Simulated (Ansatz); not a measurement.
Given:

LaPt$_{5}$:
```
CELL_PARAMETERS angstrom
      5.42033     0.00000     0.00000
     -2.71017     4.69415     0.00000
      0.00000     0.00000     4.40344
ATOMIC_POSITIONS crystal
  La 0.00000 0.00000 0.00000
  Pt 0.33333 0.66667 0.00000
  Pt 0.66667 0.33333 0.00000
  Pt 0.50000 0.00000 0.50000
  Pt 0.50000 0.50000 0.50000
  Pt 0.00000 0.50000 0.50000
```

This is the r²SCAN-relaxed structure.

Task: All from plane-wave PAW r²SCAN (Ansatz code), unless another level is named. Give the density of states at the Fermi level.

Result: 0.62 states/eV per atom (mean over ±0.08 eV).

Task: And the formation energy from the elements (no fitted shifts)?

Result: -0.83 eV/atom.

Space group P6/mmm. The first step of the workflow began from a Materials Project structure, measured or hypothetical; the Crystallography Open Database files this formula in space group No. 191, but the cells were not matched. Whether it is the stable phase at ambient conditions was not checked. The cell was relaxed with r²SCAN under the symmetry of its start; its stability against distortions is not shown here. No spin polarisation was allowed. The references are the lowest solids computed at this level, not always the standard phases. Scalar-relativistic: spin–orbit coupling is off unless named, which matters more the heavier the elements.

Potentials: the later of the program's two PAW sets.
